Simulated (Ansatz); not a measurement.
**Relaxing CsCdCl3**

Theory: DFT LDA, scalar-relativistic, plane waves, PAW in Ansatz 0.2.0. Settings: 420 eV cutoff, 6×6×6 k-mesh, Gaussian smearing of 0.02 eV, no spin polarisation.

What was changed: uniaxial strain along c, with a, b and atoms relaxed: -4.0 %.

Command:

```bash
ansatz run input.yaml --threads 1 --pin off --max-ram 2560MiB --backend cpu --events-out ev --progress --plain --runs-dir out
```

Input:

```yaml
crystal:
  lattice:
    - [5.1632943734, 0.0, 0.0]
    - [0.0, 5.1632943734, 0.0]
    - [0.0, 0.0, 4.9076857411]
  atoms:
    - { symbol: Cs, position: [0.0, 0.0, 0.0] }
    - { symbol: Cd, position: [0.5, 0.5, 0.5] }
    - { symbol: Cl, position: [0.0, 0.5, 0.5] }
    - { symbol: Cl, position: [0.5, 0.0, 0.5] }
    - { symbol: Cl, position: [0.5, 0.5, 0.0] }
basis:
  ecutwfc: 420
kpoints:
  mp_grid: { grid: [6, 6, 6] }
hamiltonian:
  xc: lda
scf:
  occupations: { method: gaussian, width: 0.02 }
output:
  forces: true
  stress: true
  eigenvalues: true
  write_density: true
  write_potential: true
  elf: true
  volumetric_format: npy
relax:
  adjacent_minimum: "off"
  f_tol: 0.008
  max_steps: 40
  cell: { stress_tol: 0.015, fix: [c, angles] }
```

F is the free energy. Steps run on the plane waves of an earlier cell, but the last one, and at times one on the way, on a freshly chosen basis, so a repeated geometry can differ a little in energy. The held parts of the cell keep their stress, so P needn't end at zero.

Steps:

```json
{"step": "1", "F − F(1) (eV)": "0.0000", "largest force component (eV/Å)": "0.000", "V (Å³/atom)": "26.167", "P (GPa)": "1.16"}
{"step": "2", "F − F(1) (eV)": "-0.0001", "largest force component (eV/Å)": "0.000", "V (Å³/atom)": "26.220", "P (GPa)": "1.07"}
{"step": "3", "F − F(1) (eV)": "-0.0001", "largest force component (eV/Å)": "0.000", "V (Å³/atom)": "26.235", "P (GPa)": "1.05"}
{"step": "4", "F − F(1) (eV)": "-0.0001", "largest force component (eV/Å)": "0.000", "V (Å³/atom)": "26.235", "P (GPa)": "1.05"}
```

Relaxed structure:

```cif
data_structure
_symmetry_space_group_name_H-M 'P 1'
_symmetry_Int_Tables_number 1
_cell_length_a 5.1700
_cell_length_b 5.1700
_cell_length_c 4.9077
_cell_angle_alpha 90.000
_cell_angle_beta 90.000
_cell_angle_gamma 90.000
_cell_volume 131.18
loop_
_atom_site_label
_atom_site_type_symbol
_atom_site_fract_x
_atom_site_fract_y
_atom_site_fract_z
_atom_site_occupancy
Cs1 Cs 0.00000 0.00000 0.00000 1
Cd1 Cd 0.50000 0.50000 0.50000 1
Cl1 Cl 0.00000 0.50000 0.50000 1
Cl2 Cl 0.50000 0.00000 0.50000 1
Cl3 Cl 0.50000 0.50000 0.00000 1
```

It takes space group P4/mmm (No. 123, tetragonal). Conventional cell: a = 5.170 Å, b = 5.170 Å, c = 4.908 Å, α = 90.00°, β = 90.00°, γ = 90.00°. Cs (site symmetry 4/mmm) is surrounded by 12 Cl at 3.56 to 3.66 Å. Cd (site symmetry 4/mmm) has 6 Cl at 2.45 to 2.58 Å as nearest neighbours. Cl (site symmetry mmm) is surrounded by 2 Cd at 2.58 Å. Cl (site symmetry 4/mmm) has 2 Cd at 2.45 Å as nearest neighbours.

The run converged. The run took 31 s on 1 thread of Arm Neoverse V2, with other jobs on the host, peak memory 0.44 GiB.